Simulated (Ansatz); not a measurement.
Deforming MgB₂

```yaml
crystal:
  lattice:
    - [3.08500, 0.00000, 0.00000]
    - [-1.54250, 2.67169, 0.00000]
    - [0.00000, 0.00000, 3.52300]
  atoms:
    - { symbol: Mg, position: [0.00000, 0.00000, 0.00000] }
    - { symbol: B, position: [0.33333, 0.66667, 0.50000] }
    - { symbol: B, position: [0.66667, 0.33333, 0.50000] }
```

Atoms are numbered in the order listed.

The cell comes from COD entry 1000026, which wasn't checked; take it as a given geometry.

Theory: DFT, LDA, all-electron PAW with datasets made for the crystal, scalar-relativistic in Ansatz 0.2.0.

Settings: a Γ-centred 12×12×9 k mesh, Fermi–Dirac smearing of 0.05 eV, cutoff 320 eV (chosen by the program for this cell), no spin polarisation.

The unchanged cell is at -7.60 GPa.

In a metal, stresses and small energies carry noise from the k mesh.

x, y and z are the Cartesian axes of the cell as listed; fractional coordinates follow a strain, and an engineering shear is twice the off-diagonal strain component.

(1) With this change (equal xy, yz and zx engineering shear strains of -3 %), what becomes of the energy and stress and forces?

(2) With this change (equal xy, yz and zx engineering shear strains of -1 %), what becomes of the energy and stress and forces?

(3) With this change (equal xy, yz and zx engineering shear strains of +2 %), what becomes of the energy and stress and forces?

(4) With this change (equal xy, yz and zx engineering shear strains of -2 %), what becomes of the energy and stress and forces?

(5) With this change (equal xy, yz and zx engineering shear strains of +1 %), what becomes of the energy and stress and forces?

(6) With this change (equal xy, yz and zx engineering shear strains of +3 %), what becomes of the energy and stress and forces?

Results:

(1) Energy change +9 meV/atom; stress change (xx, yy, zz, yz, xz, xy) 0.32, 0.16, 0.59, 2.24, 2.22, 5.86 GPa, compression positive; change of the force on B2 (0.058, -0.002, -0.012) eV/Å.

(2) Energy change +1 meV/atom; stress change (xx, yy, zz, yz, xz, xy) 0.04, 0.02, 0.06, 0.74, 0.74, 1.96 GPa, compression positive; change of the force on B2 (0.015, 0.000, -0.001) eV/Å.

(3) Energy change +4 meV/atom; stress change (xx, yy, zz, yz, xz, xy) 0.13, 0.05, 0.27, -1.42, -1.42, -3.83 GPa, compression positive; change of the force on B3 (0.035, 0.002, 0.004) eV/Å.

(4) Energy change +4 meV/atom; stress change (xx, yy, zz, yz, xz, xy) 0.15, 0.08, 0.24, 1.50, 1.49, 3.93 GPa, compression positive; change of the force on B2 (0.033, -0.001, -0.005) eV/Å.

(5) Energy change under 1 meV/atom; stress change (xx, yy, zz, yz, xz, xy) 0.04, 0.02, 0.06, -0.72, -0.72, -1.94 GPa, compression positive; change of the force on B3 (0.015, 0.000, 0.001) eV/Å.

(6) Energy change +9 meV/atom; stress change (xx, yy, zz, yz, xz, xy) 0.28, 0.06, 0.66, -2.07, -2.07, -5.66 GPa, compression positive; change of the force on B3 (0.062, 0.006, 0.009) eV/Å.
